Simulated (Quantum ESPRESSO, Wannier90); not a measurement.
## Wannier functions of Se (P3₁21)

```
begin unit_cell_cart
ang
    4.5048201908    0.0000000000    0.0000000000
   -2.2524100954    3.9012887247    0.0000000000
    0.0000000000    0.0000000000    4.9788000000
end unit_cell_cart
begin atoms_frac
Se   0.2178900000  0.0000000000  0.3333333333
Se   0.0000000000  0.2178900000 -0.3333333333
Se  -0.2178900000 -0.2178900000  0.0000000000
end atoms_frac
```

Materials Project entry mp-14; symmetrised, unrelaxed at this level. COD (Crystallography Open Database) has the formula in 4 space groups, this one among them (matched by group alone). Level: PBEsol, no spin polarisation, no spin-orbit coupling; pw.x of Quantum ESPRESSO at 69 Ry with PseudoDojo potentials, 6×6×6 k-points, Wannier90. Density: 12×12×6 mesh, cold smearing 0.01 Ry. The cell is built of weakly bound layers, chains or molecules, whose nearest atoms lie 3.56 Å apart. Database cells relaxed without dispersion often hold them too far apart, which can enlarge gaps and weakens couplings between them; spacing and stacking were not compared with the measured crystal. Spin-orbit coupling, left out, would split the p-like bands by a few tenths of an eV.

Bands 16-24 form an isolated set from -15.62 to 0.00 eV relative to the valence-band maximum (on the path) and are turned into 9 Wannier functions by minimising the spread from the start: SCDM (isolated).

Centres (Cartesian, Å; one of the equivalent choices) and spreads:

```tsv
n	x	y	z	spread (Å²)	nearest atom
1	-0.943	-0.738	0.217	1.871	Se3
2	-0.167	1.186	-1.443	1.871	Se2
3	1.111	-0.448	1.876	1.871	Se1
4	-0.943	0.738	-1.876	1.871	Se2
5	1.111	0.448	1.443	1.871	Se1
6	-0.168	-1.186	-0.217	1.871	Se3
7	0.225	0.389	2.489	1.721	Se1
8	-0.449	0.000	-0.830	1.721	Se2
9	0.225	-0.389	0.830	1.721	Se3
```

Ω_I = 14.71 Å², Ω_total = 16.39 Å²; the interpolated bands follow pw.x to 2.4 meV rms on the path. It is the lowest total spread that any start reached here.
